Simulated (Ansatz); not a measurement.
Pb (fcc, Cu type)

```xyz
1
Lattice="0.0000 2.5171 2.5171 2.5171 0.0000 2.5171 2.5171 2.5171 0.0000" Properties=species:S:1:pos:R:3 pbc="T T T"
Pb     0.0000     0.0000     0.0000
```

The slice is a {100} plane (indices of the conventional cell) through the point (0.000, 0.000, 0.000) (fractional), spanned by u = [100] and v = [0 1 -1] in vectors of this cell: u (3.56 Å) and v (3.56 Å, at 90° to u). It covers one period; positions are fractions (u, v).

These are PBE (plane waves to 420 eV, PAW, scalar-relativistic; Ansatz, a first-principles code) values and carry that method's errors. k mesh 16×16×16. Near the nuclei the fields are pseudised (PAW); where an atom keeps semicore shells as valence, they peak there. Pb was relaxed with its symmetry unable to fall. Spin-orbit coupling is left out, though Pb is heavy. The PAW data are Ansatz's earlier set. The relaxed volume of Pb is well above the measured one; the method has no dispersion term.

What is the ELF at the midpoint of the shortest Pb–Pb line in this plane (3.56 Å)?

0.20.

What is the valence density on the shortest Pb–Pb line in this plane (3.56 Å), at its midpoint?

0.11 e/Å³.

Predict the map of the valence electron density on the slice.


```
|@@@@@@%%%%##**==----::......::----==**##%%%%@@@@|
|@@@@@@%%##**++==--::::......::::--==++**##%%@@@@|
|@@%%%%%%##**++==--::::......::::--==++**##%%%%%%|
|%%%%####**++==----::..........::----==++**####%%|
|####****++====--::::..........::::--====++****##|
|****++++====--::::......  ......::::--====++++**|
|========----::::....          ....::::----======|
|----------::::....              ....::::--------|
|----::::::::....                  ....::::::::--|
|::::::::......                      ......::::::|
|..............                      ............|
|............                          ..........|
|..............                      ............|
|::::::::......                      ......::::::|
|----::::::::....                  ....::::::::--|
|----------::::....              ....::::--------|
|========----::::....          ....::::----======|
|****++++====--::::......  ......::::--====++++**|
|####****++====--::::..........::::--====++****##|
|%%%%####**++==----::..........::----==++**####%%|
|@@%%%%%%##**++==--::::......::::--==++**##%%%%%%|
|@@@@@@%%##**++==--::::......::::--==++**##%%@@@@|
|@@@@@@%%%%##**==----::......::----==**##%%%%@@@@|
|@@@@@@@@%%##**==----::......::----==**##%%@@@@@@|
```
Scale: ten equal steps from -1.38 (start of ' ') to 0.92 (end of '@'), in the order ' .:-=+*#%@'. Values: log₁₀ of the valence density in e/Å³. The map has 24 points along u (two characters each, u = 0 at the left) and 24 along v (v = 0 in the bottom row). The scale is logarithmic, as a density can span decades between atoms and voids.
